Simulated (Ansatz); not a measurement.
Trial structures of Hf₂H₃: starts and ends

The calculation used DFT PBE, scalar-relativistic, plane waves, PAW in Ansatz 0.2.0. Settings: cutoff 420 eV, Γ-centred meshes spaced at most about 0.3 Å⁻¹, and about 0.25 Å⁻¹ or finer for metals (2π included), Gaussian smearing. No spin polarisation in the final relaxations.

Each guess was relaxed in cell and atoms at zero pressure, within the symmetry of its start. Temperature and zero-point effects are left out. Coordination counts H atoms around Hf (those within 1.25 times the shortest such distance or 1.15 times the sum of covalent radii, 1.27 where that leaves under three; a plus sign parts nearer from farther groups; the shortest distance is added where it exceeds 1.18 times the sum of covalent radii; a slash parts the counts of unlike sites).

```
guess    made from  start group  V start (Å³/atom)  end group  V end (Å³/atom)  coordination at the end  gap on mesh (eV)  E over the lowest end (meV/atom)
    1  random cell        P-6m2               14.6      P-6m2             12.8                     Hf 3                 0                               747
    2  random cell       P6/mmm               14.1          ?                ?                        ?                 ?                                 ?
    3  Ni3Se2 type          R32               11.0        R32             10.1                     Hf 6                 0                                 0
    4  random cell        Pm-3m               12.9      Pm-3m             10.4                  Hf 6/12                 0                               255
    5  Zr3Cd2 type         Pmmm               16.7     P4/mmm             14.6      Hf 4/8+8 from 3.4 Å                 0                              1225
    6  random cell       P6/mmm               12.5     P6/mmm             13.5        Hf 6+6 from 3.0 Å                 0                              1324
```

Guess 2 as it starts:

Space group P6/mmm (No. 191). a = 3.467 Å, b = 3.467 Å, c = 6.768 Å, α = 90.00°, β = 90.00°, γ = 120.00°
```csv
atom,site,symmetry,x,y,z
Hf,2e,6mm,0.0000,0.0000,0.2295
H,2c,-6m2,0.3333,0.6667,0.0000
H,1b,6/mmm,0.0000,0.0000,0.5000
```

Task: Predict the end of this guess and its energy over the lowest end.

Result: It ends in space group P6/mmm (No. 191), with a = 3.177 Å, c = 6.608 Å, 11.6 Å³/atom and no gap. It lies 0.62 eV/atom over the lowest end, above guess 4 and below guess 1. Counting H atoms around Hf, this end has Hf 1+6 and the lowest (guess 3) has Hf 6.

```yaml
crystal:
  lattice:
    - [3.17726, 0.00000, 0.00000]
    - [-1.58863, 2.75159, 0.00000]
    - [0.00000, 0.00000, 6.60834]
  atoms:
    - { symbol: Hf, position: [0.00000, 0.00000, 0.22840] }
    - { symbol: Hf, position: [0.00000, 0.00000, 0.77160] }
    - { symbol: H, position: [0.33333, 0.66667, 0.00000] }
    - { symbol: H, position: [0.66667, 0.33333, 0.00000] }
    - { symbol: H, position: [0.00000, 0.00000, 0.50000] }
```

Energies over the elements count from the elements' standard structures at the same level (H₂ as a molecule), with no fitted energy shifts.

Task: Is the lowest end bound against the elements?

Result: Yes: its formation energy is −0.31 eV/atom. It lies below the elements, which doesn't yet make it stable against other compounds or structures.

Spin–orbit coupling, which can matter for Hf, is left out. A magnetic state wasn't ruled out in cells without spin, among them R32, Pm-3m, P6/mmm at 11.6 Å³/atom, P-6m2, P4/mmm and others. With hydrogen, zero-point motion can shift formation energies by some tens of meV/atom. Cells relaxed within their symmetry can be saddle points. A lower structure may well exist outside this small set. Some types were kept out of the candidates beforehand, so the set may lack a known form.
